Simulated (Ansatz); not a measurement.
Relaxed-ion elastic tensor of CaTiO$_{3}$ in space group Pnma (No. 62; Ca on 4c, Ti on 4b, O on 4c, O on 8d) in GPa (Voigt order), DFT-PBEsol in the program Ansatz with PAW potentials; density 4.10 g/cm³, 11.01 Å³ per atom.

```tsv
	1	2	3	4	5	6
1	320	109	132	0.0	0.0	0.0
2	109	341	110	0.0	0.0	0.0
3	132	110	311	0.0	0.0	0.0
4	0.0	0.0	0.0	107	0.0	0.0
5	0.0	0.0	0.0	0.0	109	0.0
6	0.0	0.0	0.0	0.0	0.0	120
```

Problem. Is the crystal mechanically stable?

Solution. Yes: the smallest eigenvalue of C is 107 GPa.

Problem. Work out the Voigt, Reuss and Hill averages.

Solution. K_V = 186, K_R = 186, K_H = 186; G_V = 109, G_R = 108, G_H = 108 GPa.

Problem. Give Young's modulus, Poisson's ratio, Pugh's ratio and the universal anisotropy index.

Solution. E = 9KG/(3K + G) = 272 GPa; ν = 0.26; K/G = 1.72 (near the Pugh limit of 1.75, no verdict); A_U = 5G_V/G_R + K_V/K_R − 6 = 0.04.

Problem. Estimate the sound speeds and the Debye temperature.

Solution. v_l = √((K + 4G/3)/ρ) = 8980 m/s, v_t = √(G/ρ) = 5140 m/s, mean 5710 m/s; Θ = (h/k)(3n/4πV)^(1/3) v_m = 764 K.

Problem. Solve the Christoffel equation for the three sound speeds along x, y, z.

Solution. Eigenvalues of C_ijkl n_j n_l equal ρv². In km/s, slowest first: x 5.17, 5.42, 8.84; y 5.11, 5.42, 9.12; z 5.11, 5.17, 8.71.

Problem. How much does each axis shrink under pressure?

Solution. Linear compressibilities β_i = Σ_j S_ij (j = 1 to 3): x 1.8, y 1.8, z 1.8 per TPa.

The first step of the workflow began from a Materials Project structure, measured or hypothetical; the Crystallography Open Database files this formula in space group No. 62, but the cells were not matched. Whether it is the stable phase at ambient conditions was not checked. The PBEsol relaxation kept the symmetry of its start; whether a distortion lowers the energy is not shown. The run is not spin-polarised.

Potentials: the later of the program's two PAW sets.
